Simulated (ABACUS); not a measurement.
Worked example: self-consistent single point of Au (C2/m, 1 atom in the cell; from Materials Project mp-81, changed as shown) in ABACUS.

Computed with PBE, PseudoDojo 0.5 standard norm-conserving PBE (tails mended) pseudopotentials (plane waves; ABACUS 3.10.1).

The change in words: lattice vector b scaled by 0.99. Reference geometry (Fm-3m):
```
CELL_PARAMETERS angstrom
      0.00000     2.08564     2.08564
      2.08564     0.00000     2.08564
      2.08564     2.08564     0.00000
ATOMIC_POSITIONS crystal
  Au 0.00000 0.00000 0.00000
```

Reference input (self-consistent single point, DFT, PBE, plane waves, PseudoDojo 0.5 standard norm-conserving PBE (tails mended) pseudopotentials): KPT = MP 11 11 11 0 0 0; basis_type = pw; ecutwfc = 76 Ry; smearing_method = fd; smearing_sigma = 0.00734986 Ry; potentials = PseudoDojo 0.5 standard norm-conserving PBE (tails mended); symmetry = 1; symmetry_prec = 1e-05; ks_solver = cg; scf_nmax = 100; scf_thr = 1.0e-09 Ry; mixing_type = pulay. This run's input differs from it in these lines:

```diff
@@ -27,3 +27,3 @@
    0.0000000000    0.7071067638    0.7071067638
-   0.7071067638    0.0000000000    0.7071067638
+   0.7000358488    0.0000000000    0.7000358488
    0.7071067638    0.7071067638    0.0000000000
```

Log, with long lists cut:

```
 SELF-CONSISTENT
 -------------------------------------------
                                 init_chg = atomic

 PW ALGORITHM --------------- ION=   1  ELEC=   1--------------------------------
 Notice: Threshold on eigenvalues was too large.

 Density error is 0.057589570893
                          Error Threshold = 0.000170188037801
 E_KohnSham     -296.3817980321      -4032.4812367214
 E_Fermi        1.4612263542         19.8810044853

 PW ALGORITHM --------------- ION=   1  ELEC=   2--------------------------------

 Density error is 0.0105330575325
                          Error Threshold = 0.0003031030047
   [... lines left out ...]

 Density error is 3.71484858656e-09
                          Error Threshold = 1.16062178495e-10
 E_KohnSham     -296.3998067658      -4032.7262581137
 E_Fermi        1.4221116321         19.3488213886

 PW ALGORITHM --------------- ION=   1  ELEC=  20--------------------------------

 Density error is 3.83222888876e-10
                          Error Threshold = 1.95518346661e-11
 E_KohnSham     -296.3998067657      -4032.7262581131
 E_KS(sigma->0) -296.3995540737      -4032.7228200618
 E_entropy(-TS) -0.0005053840        -0.0068761026
 E_Fermi        1.4221171708         19.3488967462
 charge density convergence is achieved
 final etot is -4032.7262581 eV
 EFERMI = 19.348896746 eV

 STATE ENERGY(eV) AND OCCUPATIONS    NSPIN == 1
   [... 17 lines left out ...]

 TOTAL-FORCE (eV/Angstrom)
                       Au1         0.0000000000         0.0000000000         0.0000000000

 TOTAL-STRESS (KBAR)
        -2.9007705726        -1.9349516684         4.4060120979
        -1.9349516684        -5.3677175462        -1.9349516684
         4.4060120979        -1.9349516684        -2.9007705726
 TOTAL-PRESSURE: -3.723086 KBAR

 --------------------------------------------
 !FINAL_ETOT_IS -4032.7262581130512444 eV
 --------------------------------------------
```

The run converged in 20 iterations. Against the reference run the free energy hardly moves (within 1 meV/atom) and the pressure goes from -1.75 to -0.37 GPa.

The structure comes from a collection of computed structures, made at another level of theory; the collection holds predicted forms beside known ones. No clean gap shows at this smearing width and mesh (spacing up to 0.24 Å⁻¹); the mesh is coarse for partly filled bands, so the values carry mesh errors.

Cost on one core: about 5 core-minutes (a rough figure).

“Tails mended”: in these copies of the files the far tail of each local potential was reset to the Coulomb form.
